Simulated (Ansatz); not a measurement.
Cu$_{2}$O (anti-CdI2 type, space group No. 164) under volume change, PBEsol in the plane-wave PAW code Ansatz, shape and atoms relaxed at each volume.

```tsv
V (Å³/atom)	E − E(relaxed) (meV/atom)	P (GPa)
9.115	49.8	19.38
9.415	20.8	11.76
9.716	4.9	5.38
10.016	0.0	0.00
10.317	4.3	-4.49
10.617	16.4	-8.25
10.918	34.9	-11.37
```

Q: What does a third-order Birch–Murnaghan fit give for V₀, B₀ and B′?

A: V₀ = 10.02 Å³/atom, B₀ = 163 GPa, B′ = 4.9.

Space group P-3m1 (anti-CdI2 type). The cell is a constructed one: a structure type filled with these elements; neither database checked (COD, Materials Project) lists it. It is not the phase usual at ambient conditions (space group No. 224). Symmetry was held in the PBEsol relaxation; whether a distortion lowers the energy is not shown. The run is not spin-polarised. No Hubbard U is applied.

Potentials: the later of the program's two PAW sets.
